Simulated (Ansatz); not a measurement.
Ti4SnS8 in space group P-3m1 (No. 164; Pearson symbol hP13) at seven volumes, r²SCAN (plane waves, PAW; program Ansatz), shape and atoms relaxed at each. One row is withheld.

| V (Å³/atom) | P (GPa) |
|---|---|
| 19.988 | 4.79 |
| 20.647 | 2.99 |
| 21.306 | 1.39 |
| 21.965 | 0.00 |
| 22.624 | -1.20 |
| 23.282 | -2.22 |
| 23.941 | ? |

Question: Fit the shown pressures and predict the withheld one.

Answer: Third-order Birch–Murnaghan: P = (3/2)B₀(x^(7/2) − x^(5/2))[1 + (3/4)(B′ − 4)(x − 1)] with x = (V₀/V)^(2/3). Least squares on the six rows gives V₀ = 21.970 Å³/atom, B₀ = 42.75 GPa, B′ = 3.64. At V = 23.941, x = 0.9443 and P = -3.14 GPa. The run itself gave -3.07 GPa.

The start of the workflow was typed in or built on a structure type; neither database checked (COD, Materials Project) lists it. Its standing as an ambient phase is unchecked. The r²SCAN relaxation kept the symmetry of its start; whether a distortion lowers the energy is not shown. The workflow began spin-polarised and lost its moments. Scalar-relativistic: spin–orbit coupling is off unless named, which matters more the heavier the elements.

Potentials: the earlier of the program's two PAW sets.
